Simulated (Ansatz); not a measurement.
# TiAl5: computed properties

Level of theory: Ansatz, DFT PBE, scalar-relativistic, plane waves, PAW.

Plane waves to 420 eV, a k mesh through Γ of 10×10×10 on the computed 6-atom cell and Gaussian smearing (0.10 eV); no spin polarisation.

The structure is relaxed at this level of theory with its symmetry kept, and needn't be the ground state of this composition.

```cif
data_structure
_symmetry_space_group_name_H-M 'I4/mmm'
_symmetry_Int_Tables_number 139
_cell_length_a 6.5885
_cell_length_b 6.5885
_cell_length_c 5.4808
_cell_angle_alpha 90.000
_cell_angle_beta 90.000
_cell_angle_gamma 90.000
_cell_volume 237.92
loop_
_atom_site_label
_atom_site_type_symbol
_atom_site_symmetry_multiplicity
_atom_site_Wyckoff_symbol
_atom_site_fract_x
_atom_site_fract_y
_atom_site_fract_z
_atom_site_occupancy
Ti1 Ti 2 b 0.00000 0.00000 0.50000 1
Al1 Al 8 f 0.25000 0.25000 0.25000 1
Al2 Al 2 a 0.00000 0.00000 0.00000 1
```

| Quantity | Value |
| --- | --- |
| Space group | I4/mmm (No. 139) |
| Volume per atom | 133.8 bohr³ |
| Formation energy from the elements' standard states (uncorrected) | -0.094 eV/atom |
| Kohn–Sham band gap | none (metal) |
| Density of states at the Fermi level | 1.3 states/eV per cell |
| Orbital (Löwdin) character within 0.5 eV of the Fermi level | Al 3p 48 %, Ti 3d 40 %, Al 3s 8 % |
| Bader charge by site (e) | Ti (1 in the cell) 0.73, Al (4 in the cell) -0.14, Al (1 in the cell) -0.16 |

The cell was found from a structure generator's guess, not taken from experiment. Löwdin shares on free-atom orbitals overweight diffuse shells.
